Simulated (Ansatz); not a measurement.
The start is a generated cell, MgSe placed in the rocksalt structure type. A full variable-cell relaxation at zero pressure is run with r2SCAN (plane waves to 500 eV, PAW, scalar-relativistic; Ansatz, a program for electronic structure). The first steps use a coarse 8×8×8 k-mesh.

Input geometry:
```
MgSe
1.0
    0.00000     2.67352     2.67352
    2.67352     0.00000     2.67352
    2.67352     2.67352     0.00000
Se Mg
1 1
Cartesian
  0.00000   0.00000   0.00000
  2.67352   2.67352   2.67352
```

Q: What pressure does the first self-consistent step give?

A: +5.3 GPa (positive: the cell is compressed).

Q: By how much does the energy per atom fall from start to end?

A: 0.021 eV/atom.

Q: Is the relaxed structure metallic? Give its gap.

A: 2.48 eV, indirect (valence top at Γ, conduction bottom at X) (no spin-orbit coupling).

Q: Give the final cell and atomic positions.

A: 
Space group Fm-3m (No. 225); a = b = c = 5.472 Å, α = β = γ = 90.00°

```
atom  site  symmetry       x       y       z
----  ----  --------  ------  ------  ------
Se      4a      m-3m  0.0000  0.0000  0.0000
Mg      4b      m-3m  0.5000  0.5000  0.5000
```
(The calculation used a cell of 2 atoms; values per cell refer to that cell.)

The space group stays Fm-3m (No. 225) (the run could not lower it); the end is rock salt type, with 2 atoms in the primitive cell. Final values are on a 10×10×10 k-mesh of the relaxed cell. No spin polarisation in the result.

The run could not lose the symmetry of its start; a randomly shaken copy of 2 atoms returns to this structure.

All atoms sit on sites fixed by symmetry, so only the cell could relax.
